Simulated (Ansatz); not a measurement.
This is a relaxation of cell and atoms with Ansatz 0.2.0 on InSbSe4 in the borrowed BaSrI4 type (No. 166); the level of theory is PBEsol. It starts from a supercell of the PBEsol minimum, slightly strained and with each coordinate displaced at random by about 0.15 Å.

```yaml
crystal:
  lattice:
    - [2.6643843429, 1.5887411499, 6.0066884949]
    - [-2.5301247755, 1.586514542, 5.9476006282]
    - [0.0652014847, -2.9396383979, 5.9166971075]
  atoms:
    - { symbol: In, position: [0.0028775828, -0.0457822541, 0.0458540736] }
    - { symbol: Sb, position: [0.4978385472, 0.516020463, 0.4332561581] }
    - { symbol: Se, position: [0.6822357516, 0.6405670774, 0.6765435533] }
    - { symbol: Se, position: [0.8177589063, 0.8079885599, 0.8844758041] }
    - { symbol: Se, position: [0.1455117432, 0.175458286, 0.1475958122] }
    - { symbol: Se, position: [0.3482839323, 0.3388401769, 0.2955003427] }
kpoints:
  mp_grid: { grid: [4, 4, 4] }
hamiltonian:
  xc: pbesol
scf:
  occupations: { method: fermi_dirac, width: 0.05 }
relax:
  f_tol: 0.01
  cell: {}
  max_steps: 120
```

Of the 32 recorded frames of the trajectory, 22 are shown, each with fractional positions and then forces in eV/Å along x, y and z. Some frames, the last among them, repeat a geometry solved again on a basis re-selected at its cell; pressure is positive in compression.

Step 1: energy 0.0 meV/atom from step 1, largest force component 0.857 eV/Å, pressure +1.36 GPa; a = 6.760 Å, b = 6.655 Å, c = 6.607 Å, α = 46.33°, β = 45.97°, γ = 45.56°
```
In 0.0029 0.9542 0.0459    -0.350   0.344  -0.250
Sb 0.4978 0.5160 0.4333     0.094  -0.413   0.717
Se 0.6822 0.6406 0.6765    -0.154  -0.050  -0.857
Se 0.8178 0.8080 0.8845    -0.233   0.327   0.409
Se 0.1455 0.1755 0.1476     0.303  -0.090  -0.422
Se 0.3483 0.3388 0.2955     0.340  -0.117   0.403
```

Step 2: energy -56.8 meV/atom from step 1, largest force component 0.247 eV/Å, pressure -0.17 GPa; a = 6.683 Å, b = 6.563 Å, c = 6.605 Å, α = 47.22°, β = 46.86°, γ = 47.01°
```
In 0.9959 0.9638 0.0299    -0.063   0.099  -0.008
Sb 0.5084 0.5138 0.4559     0.037   0.000   0.221
Se 0.6667 0.6377 0.6637    -0.057  -0.129   0.083
Se 0.8177 0.8159 0.8842    -0.055   0.049  -0.010
Se 0.1483 0.1617 0.1464     0.107  -0.077  -0.039
Se 0.3576 0.3402 0.3031     0.032   0.058  -0.247
```

Step 3: energy -62.6 meV/atom from step 1, largest force component 0.119 eV/Å, pressure -0.08 GPa; a = 6.631 Å, b = 6.524 Å, c = 6.662 Å, α = 46.96°, β = 46.63°, γ = 47.47°
```
In 0.9918 0.9725 0.0227    -0.030   0.093   0.033
Sb 0.5165 0.5086 0.4618     0.008  -0.005  -0.086
Se 0.6594 0.6453 0.6669    -0.021  -0.119   0.012
Se 0.8229 0.8143 0.8818    -0.021   0.005  -0.013
Se 0.1526 0.1509 0.1491     0.025  -0.037   0.050
Se 0.3513 0.3415 0.3008     0.038   0.063   0.004
```

Step 4: energy -65.6 meV/atom from step 1, largest force component 0.166 eV/Å, pressure -0.52 GPa; a = 6.572 Å, b = 6.508 Å, c = 6.699 Å, α = 46.75°, β = 46.53°, γ = 48.56°
```
In 0.9955 0.9813 0.0129    -0.004   0.068  -0.027
Sb 0.5173 0.5032 0.4641    -0.014   0.006  -0.084
Se 0.6529 0.6480 0.6702     0.022  -0.166   0.024
Se 0.8249 0.8156 0.8780     0.001  -0.066   0.061
Se 0.1522 0.1448 0.1595     0.006   0.018  -0.003
Se 0.3516 0.3403 0.2986    -0.011   0.140   0.029
```

Step 5: energy -67.8 meV/atom from step 1, largest force component 0.132 eV/Å, pressure +0.25 GPa; a = 6.513 Å, b = 6.488 Å, c = 6.709 Å, α = 46.48°, β = 46.36°, γ = 49.00°
```
In 0.0005 0.9906 0.9995    -0.003   0.046   0.003
Sb 0.5139 0.4969 0.4704    -0.024  -0.009  -0.037
Se 0.6490 0.6470 0.6758     0.042  -0.132   0.014
Se 0.8241 0.8143 0.8826     0.012  -0.014   0.010
Se 0.1514 0.1396 0.1666    -0.011   0.020  -0.032
Se 0.3555 0.3447 0.2884    -0.017   0.090   0.042
```

Step 6: energy -69.7 meV/atom from step 1, largest force component 0.075 eV/Å, pressure +0.27 GPa; a = 6.511 Å, b = 6.507 Å, c = 6.714 Å, α = 46.57°, β = 46.44°, γ = 48.87°
```
In 0.0042 0.9945 0.9921     0.001   0.022  -0.010
Sb 0.5104 0.4967 0.4716    -0.011  -0.003   0.014
Se 0.6482 0.6404 0.6849     0.010  -0.075  -0.039
Se 0.8212 0.8123 0.8882     0.012   0.030   0.022
Se 0.1500 0.1395 0.1669    -0.005  -0.026  -0.014
Se 0.3605 0.3496 0.2797    -0.007   0.052   0.027
```

Step 7: energy -71.9 meV/atom from step 1, largest force component 0.091 eV/Å, pressure +0.41 GPa; a = 6.502 Å, b = 6.525 Å, c = 6.707 Å, α = 47.01°, β = 46.88°, γ = 48.78°
```
In 0.0088 0.9986 0.9841     0.005  -0.003   0.011
Sb 0.5078 0.4984 0.4707     0.010   0.039   0.028
Se 0.6423 0.6290 0.6996    -0.014  -0.001   0.036
Se 0.8203 0.8093 0.8946    -0.014   0.016  -0.017
Se 0.1479 0.1394 0.1694     0.012  -0.091  -0.025
Se 0.3674 0.3585 0.2649     0.002   0.040  -0.033
```

**Question.** Estimate where the relaxation ends.

**Answer.** The middle of the trajectory is left out here.
Step 8 (rejected): energy -66.6 meV/atom from step 1, largest force component 0.704 eV/Å, pressure +0.56 GPa; a = 6.532 Å, b = 6.586 Å, c = 6.700 Å, α = 47.54°, β = 47.42°, γ = 48.73°
```
In 0.0160 0.0047 0.9696     0.008  -0.042   0.014
Sb 0.5045 0.4987 0.4721     0.029   0.172   0.014
Se 0.6375 0.6192 0.7153    -0.015   0.704   0.010
Se 0.8155 0.8047 0.9057     0.000  -0.022   0.134
Se 0.1379 0.1291 0.1856    -0.014  -0.107  -0.032
Se 0.3831 0.3765 0.2350    -0.008  -0.703  -0.139
```

Step 9: energy -73.1 meV/atom from step 1, largest force component 0.118 eV/Å, pressure -0.35 GPa; a = 6.555 Å, b = 6.570 Å, c = 6.696 Å, α = 47.37°, β = 47.19°, γ = 48.50°
```
In 0.0117 0.9991 0.9801    -0.005  -0.016  -0.011
Sb 0.5077 0.5000 0.4694     0.018   0.095   0.015
Se 0.6449 0.6294 0.6978    -0.012  -0.118   0.018
Se 0.8174 0.8073 0.9010    -0.006  -0.019   0.034
Se 0.1402 0.1321 0.1808    -0.004  -0.047   0.005
Se 0.3726 0.3653 0.2542     0.009   0.104  -0.061
```

Step 10: energy -73.6 meV/atom from step 1, largest force component 0.177 eV/Å, pressure -0.23 GPa; a = 6.573 Å, b = 6.595 Å, c = 6.631 Å, α = 48.11°, β = 47.78°, γ = 49.19°
```
In 0.0129 0.0007 0.9798    -0.004  -0.028   0.005
Sb 0.5142 0.5037 0.4568     0.044  -0.080   0.042
Se 0.6408 0.6250 0.7069     0.003   0.139  -0.028
Se 0.8168 0.8070 0.9067    -0.002   0.177   0.114
Se 0.1319 0.1253 0.1974    -0.034  -0.062  -0.151
Se 0.3779 0.3714 0.2357    -0.007  -0.146   0.017
```

Step 11: energy -75.3 meV/atom from step 1, largest force component 0.114 eV/Å, pressure -0.03 GPa; a = 6.555 Å, b = 6.573 Å, c = 6.644 Å, α = 47.95°, β = 47.62°, γ = 48.92°
```
In 0.0110 0.9995 0.9810    -0.004  -0.028   0.000
Sb 0.5158 0.5039 0.4579     0.041  -0.031  -0.023
Se 0.6418 0.6259 0.7064     0.001   0.017  -0.001
Se 0.8194 0.8102 0.8996     0.008   0.061   0.114
Se 0.1321 0.1248 0.1944    -0.046  -0.018  -0.084
Se 0.3744 0.3687 0.2439     0.000  -0.001  -0.006
```

Step 22: energy -160.5 meV/atom from step 1, largest force component 0.149 eV/Å, pressure +0.04 GPa; a = 6.415 Å, b = 6.824 Å, c = 6.532 Å, α = 51.78°, β = 49.08°, γ = 52.79°
```
In 0.8269 0.9927 0.1672    -0.032  -0.149   0.059
Sb 0.5761 0.4819 0.4225     0.039   0.062   0.001
Se 0.8310 0.5105 0.6288     0.018   0.106   0.031
Se 0.7978 0.8413 0.9119     0.021   0.045  -0.022
Se 0.0930 0.1420 0.1948    -0.008  -0.018  -0.061
Se 0.3697 0.4647 0.1580    -0.038  -0.045  -0.009
```

Step 23: energy -163.6 meV/atom from step 1, largest force component 0.138 eV/Å, pressure -0.30 GPa; a = 6.417 Å, b = 6.845 Å, c = 6.527 Å, α = 52.23°, β = 49.18°, γ = 53.06°
```
In 0.7991 0.9903 0.1966     0.008  -0.042   0.046
Sb 0.5840 0.4832 0.4142     0.070   0.137   0.003
Se 0.8393 0.5061 0.6258    -0.046   0.082   0.046
Se 0.8060 0.8413 0.9099    -0.024  -0.012   0.033
Se 0.0941 0.1436 0.1842    -0.017  -0.097  -0.087
Se 0.3721 0.4685 0.1525     0.009  -0.069  -0.041
```

Step 24 (rejected): energy -160.9 meV/atom from step 1, largest force component 0.278 eV/Å, pressure +0.38 GPa; a = 6.465 Å, b = 6.929 Å, c = 6.482 Å, α = 52.03°, β = 49.05°, γ = 52.15°
```
In 0.7747 0.9888 0.2221     0.003   0.011  -0.003
Sb 0.6195 0.4882 0.3771    -0.164  -0.278  -0.009
Se 0.8145 0.5110 0.6465     0.067   0.094   0.173
Se 0.8300 0.8469 0.8918     0.003   0.059   0.111
Se 0.1060 0.1323 0.1650     0.045   0.019  -0.109
Se 0.3498 0.4659 0.1809     0.045   0.096  -0.162
```

Step 25: energy -165.7 meV/atom from step 1, largest force component 0.076 eV/Å, pressure +0.08 GPa; a = 6.448 Å, b = 6.902 Å, c = 6.509 Å, α = 52.02°, β = 49.02°, γ = 52.51°
```
In 0.7811 0.9898 0.2148    -0.006   0.033   0.013
Sb 0.5972 0.4859 0.3998    -0.013   0.009   0.004
Se 0.8377 0.5099 0.6268     0.057  -0.076  -0.011
Se 0.8158 0.8457 0.9040     0.036  -0.005  -0.021
Se 0.0950 0.1343 0.1818    -0.029   0.034  -0.013
Se 0.3678 0.4675 0.1560    -0.046   0.006   0.029
```

Step 26: energy -166.0 meV/atom from step 1, largest force component 0.020 eV/Å, pressure +0.02 GPa; a = 6.482 Å, b = 6.899 Å, c = 6.485 Å, α = 52.24°, β = 49.06°, γ = 52.10°
```
In 0.7829 0.9880 0.2146    -0.007  -0.005   0.005
Sb 0.5969 0.4893 0.3989    -0.009   0.001   0.001
Se 0.8378 0.5073 0.6306    -0.018   0.016   0.000
Se 0.8165 0.8436 0.9029     0.013   0.002  -0.004
Se 0.0947 0.1349 0.1777     0.001  -0.010  -0.003
Se 0.3658 0.4700 0.1585     0.020  -0.004   0.001
```

Step 27: energy -166.1 meV/atom from step 1, largest force component 0.004 eV/Å, pressure -0.01 GPa; a = 6.488 Å, b = 6.903 Å, c = 6.483 Å, α = 52.27°, β = 49.02°, γ = 52.15°
```
In 0.7819 0.9888 0.2144     0.003  -0.003   0.002
Sb 0.5971 0.4895 0.3988     0.003  -0.002   0.000
Se 0.8374 0.5085 0.6300    -0.004   0.002   0.000
Se 0.8180 0.8424 0.9026     0.000   0.004  -0.001
Se 0.0939 0.1341 0.1789    -0.003   0.000  -0.002
Se 0.3662 0.4697 0.1586     0.000  -0.001   0.001
```

Step 28: energy -168.8 meV/atom from step 1, largest force component 0.005 eV/Å, pressure +0.18 GPa; a = 6.488 Å, b = 6.903 Å, c = 6.483 Å, α = 52.27°, β = 49.02°, γ = 52.15°
```
In 0.7819 0.9888 0.2144     0.003  -0.003   0.002
Sb 0.5971 0.4895 0.3988     0.004  -0.001   0.000
Se 0.8374 0.5085 0.6300    -0.005   0.003   0.000
Se 0.8180 0.8424 0.9026     0.000   0.003   0.000
Se 0.0939 0.1341 0.1789    -0.005   0.000  -0.002
Se 0.3662 0.4697 0.1586     0.002  -0.002   0.001
```

Step 29: energy -169.3 meV/atom from step 1, largest force component 0.007 eV/Å, pressure +0.05 GPa; a = 6.480 Å, b = 6.914 Å, c = 6.477 Å, α = 52.54°, β = 48.98°, γ = 52.51°
```
In 0.7804 0.9888 0.2160    -0.002  -0.003   0.000
Sb 0.5988 0.4890 0.3974     0.003   0.004   0.000
Se 0.8368 0.5100 0.6295    -0.002   0.002   0.007
Se 0.8185 0.8420 0.9029     0.002  -0.003   0.000
Se 0.0933 0.1355 0.1779    -0.004   0.001  -0.001
Se 0.3668 0.4678 0.1595     0.003  -0.001  -0.007
```

Step 30: energy -169.3 meV/atom from step 1, largest force component 0.008 eV/Å, pressure -0.06 GPa; a = 6.478 Å, b = 6.909 Å, c = 6.477 Å, α = 52.86°, β = 48.97°, γ = 52.85°
```
In 0.7771 0.9889 0.2192     0.005   0.008   0.000
Sb 0.6012 0.4888 0.3952     0.004   0.007   0.000
Se 0.8361 0.5114 0.6295    -0.002  -0.001  -0.007
Se 0.8201 0.8412 0.9031    -0.005  -0.005   0.002
Se 0.0932 0.1365 0.1761    -0.001  -0.007  -0.002
Se 0.3668 0.4663 0.1602     0.001  -0.003   0.007
```

Step 31: energy -169.3 meV/atom from step 1, largest force component 0.005 eV/Å, pressure +0.01 GPa; a = 6.474 Å, b = 6.912 Å, c = 6.475 Å, α = 52.77°, β = 48.98°, γ = 52.78°
```
In 0.7785 0.9889 0.2178     0.001   0.001   0.000
Sb 0.6006 0.4888 0.3957    -0.002  -0.004   0.000
Se 0.8360 0.5112 0.6296     0.002   0.001   0.005
Se 0.8194 0.8415 0.9029     0.000   0.001   0.001
Se 0.0933 0.1363 0.1768     0.000   0.001  -0.001
Se 0.3667 0.4665 0.1603    -0.002   0.000  -0.005
```

Step 32: energy -169.4 meV/atom from step 1, largest force component 0.005 eV/Å, pressure +0.01 GPa; a = 6.474 Å, b = 6.912 Å, c = 6.475 Å, α = 52.77°, β = 48.98°, γ = 52.78°
```
In 0.7785 0.9889 0.2178     0.001   0.001   0.000
Sb 0.6006 0.4888 0.3957    -0.002  -0.004   0.000
Se 0.8360 0.5112 0.6296     0.002   0.001   0.005
Se 0.8194 0.8415 0.9029     0.000   0.001   0.001
Se 0.0933 0.1363 0.1768     0.000   0.001  -0.001
Se 0.3667 0.4665 0.1603    -0.002   0.000  -0.005
```

The walk took 30 steps, besides SCFs solved again on a fresh basis, and changed the volume by +16.6 %. The last SCF, on a fresh basis, lies 169 meV an atom below the first. At the end: it is monoclinic, C2 (No. 5); conventional cell a = 10.648 Å, b = 5.367 Å, c = 6.912 Å, β = 124.2°, 27.22 Å³ an atom. In has 4 Se at 2.60–2.70 Å; Sb has 4 Se at 2.64–2.87 Å; Se has 2 Se at 2.70 Å and 1 In at 2.70 Å and 1 Sb at 2.87 Å; Se has 1 In at 2.60 Å and 1 Sb at 2.64 Å.

Command: `ansatz run input.yaml --threads 2 --pin off --max-ram 2211MiB --backend cpu --events-out ev --progress --plain --runs-dir out`. Wall time 7 min on 2 threads of Arm Neoverse V1, with other jobs on the host; peak host memory 0.6 GiB.

No spin polarisation and no zero-point or thermal motion; the cell was built from a prototype and may be hypothetical.
